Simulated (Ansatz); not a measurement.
Starting cell, Rh (fcc, Cu type):

```
CELL_PARAMETERS angstrom
      0.00000     3.80012     3.80012
      1.90006     0.00000     1.90006
      1.90006     1.90006     0.00000
ATOMIC_POSITIONS crystal
  Rh 0.00000 0.00000 0.00000
  Rh 0.50000 0.00000 0.00000
```

A phonon eigenvector at L = (0.5, 0.0, 0.0) is frozen into this cell: atom i moves by Q times the vector below, so Q is the largest atomic displacement, in Å. The cell is held. It is one choice among 2 degenerate patterns. (q is in reciprocal vectors of the primitive cell; the cell shown is doubled to hold the pattern.)

```
atom       x       y       z
----  ------  ------  ------
Rh1    0.285  -0.520   0.805
Rh2   -0.285   0.520  -0.805
```

Calculation: r2SCAN (plane waves to 500 eV, PAW, scalar-relativistic; Ansatz, a program for electronic structure). k mesh 21×21×21 (Γ-centred), Fermi-Dirac smearing 0.05 eV. Energies are smeared free energies. With partly filled bands, energies and forces of such displacements shift with the k mesh and the smearing. Rh is run without spin polarisation. Rh was relaxed with its symmetry unable to fall. The PAW data are Ansatz's earlier set. The zero of ΔE is the undisplaced structure. The last digit holds for this mesh only.

| Q (Å) | ΔE (meV/cell) |
|---|---|
| -0.1000 | withheld |
| -0.0833 | 50.3 |
| -0.0667 | 32.3 |
| -0.0500 | 18.2 |
| -0.0333 | 8.1 |
| -0.0167 | 2.0 |
| 0.0000 | 0.0 |
| 0.0167 | 2.0 |
| 0.0333 | 8.1 |
| 0.0500 | 18.2 |
| 0.0667 | 32.3 |
| 0.0833 | 50.3 |
| 0.1000 | withheld |

**Question.** Fit an even polynomial form (powers 2, 4) to the given rows and predict ΔE at Q = -0.1000.

**Answer.** Least squares on the 11 given rows: ΔE = (7292)·Q² + (-6301)·Q⁴, in meV/cell with Q in Å; root-mean-square residual 0.02 meV/cell. At -0.1000 the fit gives 72.3 meV/cell; the calculation gives 71.9 meV/cell, so the extrapolation is off by 0.4 (+0.6 %). The quadratic term alone would give 72.9 meV/cell.

(For displaced atoms, the force is minus the slope of the energy, and its curvature is a force constant, which sets phonon frequencies.)
